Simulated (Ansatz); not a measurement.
LaP, DFT, LDA, all-electron PAW with datasets made for the crystal, scalar-relativistic (Ansatz 0.2.0), run on 1 thread of Arm Neoverse V2 on a shared host.

The cell comes from COD entry 1538844, which wasn't checked; take it as a given geometry. The listed cell was then made from it by scaling, straining or moving an atom.

Command: `ansatz run input.yaml --threads 1 --pin off --max-ram 3072MiB --backend cpu --events-out ev --progress --plain --runs-dir out`

```yaml
crystal:
  lattice:
    - [0.0, 3.0125, 2.982375]
    - [3.0125, 0.0, 2.982375]
    - [3.0125, 3.0125, 0.0]
  atoms:
    - { symbol: La, position: [0.0, 0.0, 0.0] }
    - { symbol: P, position: [0.5, 0.5, 0.5] }
kpoints:
  mp_grid: { grid: [10, 10, 10] }
scf:
  occupations: { method: fermi_dirac, width: 0.03 }
hamiltonian:
  xc: lda
  pseudopotentials: { kind: all_electron, datasets: crystal }
output:
  forces: true
  stress: true
  eigenvalues: true
  efg: { contact_densities: true }
```

**Question.** How large is the problem that the program sets up?

**Answer.** 102 irreducible k-points, 531 plane waves at Γ, 12 bands.

**Question.** About how long does it take, and how much memory does it use?

**Answer.** 10 s of wall time for 9 SCF iterations, with a peak of 0.51 GiB. Times on shared machines scatter by tens of per cent.

**Question.** And the same cell and mesh by frozen-core PAW, asked for forces, stress, eigenvalues, efg, on the same hardware?

**Answer.** 4.8 s, peak memory 0.41 GiB.
